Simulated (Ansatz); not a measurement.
**Formation energy of CrB-type YGe**

The computed numbers are results of PBEsol, scalar-relativistic (no spin polarisation) in the plane-wave PAW code Ansatz at 420 eV, 8×8×8 k-mesh, Gaussian smearing of 0.05 eV; PAW files: Ansatz's generated set soft_2.

The structure was built from a prototype; whether the compound forms in it isn't claimed.

The structure is orthorhombic, space group Cmcm (No. 63). The conventional cell has a = 4.237 Å, b = 10.617 Å, c = 3.914 Å, α = 90.00°, β = 90.00°, γ = 90.00°. Around Y (site symmetry m2m) lie 7 Ge at 2.94 to 3.18 Å. Around Ge (site symmetry m2m) lie 2 Ge at 2.65 Å and 5 Y at 2.94 Å. (Neighbours are counted to 15 % beyond the shortest distance.)

The elements were computed in their standard states with the same datasets, cutoff and functional. Absolute energies hang on the potentials; compare differences alone.

Energy of the relaxed cell (4 atoms, smearing extrapolated to zero): -16101.046 eV. Elements, in eV/atom: Y -3795.074, Ge -4253.497.

What is the formation energy?

[-16101.046 − (2 × -3795.074 + 2 × -4253.497)] / 4 = -0.98 eV/atom, or -94 kJ per mole of atoms.

The value is for 0 K, without zero-point energy. A negative value shows stability against the elements alone, not against other compounds or structures.
